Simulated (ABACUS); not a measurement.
A self-consistent single point of ZrPbO₃ (P1, 10 atoms in the cell; from Materials Project mp-20337, changed as shown).

```
ZrPbO3
1.0
    4.17636     0.00000     0.00000
    0.00000     5.96139     0.00000
    0.00000     0.00000     6.13397
Zr Pb O
2 2 6
Direct
  0.51981   0.49968   0.01912
  0.50299   0.99434   0.50533
  0.98565   0.49541   0.45897
  0.99846   0.99904   0.94559
  0.49239   0.24294   0.80595
  0.49139   0.76395   0.79038
  0.00639   0.51086   0.06302
  0.48728   0.72881   0.27986
  0.50540   0.26597   0.29694
  0.01025   0.99900   0.54881
```

All values come from this method and carry its errors: LDA (PW92), numerical atomic orbitals SZP (confined pseudo-atomic orbitals with Gaussian additions; energy shift 0.01 Ry), PseudoDojo 0.4 standard norm-conserving LDA (tails mended) pseudopotentials in ABACUS.

ABACUS settings:

```
key                                                                   value
---------------  ----------------------------------------------------------
basis                   SZP numerical atomic orbitals, energy shift 0.01 Ry
KPT                                                       Gamma 6 4 4 0 0 0
basis_type                                                             lcao
dft_functional                                                        PWLDA
ecutwfc                                                              100 Ry
smearing_method                                                          fd
smearing_sigma                                                0.00367493 Ry
potentials       PseudoDojo 0.4 standard norm-conserving LDA (tails mended)
symmetry                                                                  1
symmetry_prec                                                         1e-05
ks_solver                                                           genelpa
scf_nmax                                                                100
scf_thr                                                             1.0e-07
mixing_type                                                         broyden
```

Problem. Estimate, at this level of theory: gap on the k-point mesh, pressure and largest force (vector length).

Solution. The run gave:

* **Gap on the k-point mesh**: 2.44 eV
* **Pressure**: -11.65 GPa
* **Largest force (vector length)**: 2.091 eV/Å

The gap is read on the k-point mesh of the run and can differ from the gap over the whole zone at this level.

For comparison: a first run was changed to give this one (atoms moved at random), and from it to this one the free energy goes up by 28.8 meV/atom, the pressure goes from -11.21 to -11.65 GPa, the largest force goes from 0.237 to 2.091 eV/Å and the gap on the mesh goes from 2.576 to 2.444 eV.

Spin-orbit coupling is left out, which matters for bands and gaps with elements this heavy. The atom-centred basis is finite, which shifts total energies, pressures, gaps and forces against plane waves. Forces above 1 eV/Å remain at this geometry, of which the finite basis can carry a part. A single-zeta basis is rough, for pressures and forces above all. The structure comes from a collection of computed structures, made at another level of theory; the collection holds predicted forms beside known ones.

Cost on one core: very roughly 30 core-seconds.

The atomic orbitals were generated for these runs; they are not ABACUS's published sets and were checked against plane waves on a few crystals only.

“Tails mended”: in these copies of the files the far tail of each local potential was reset to the Coulomb form.
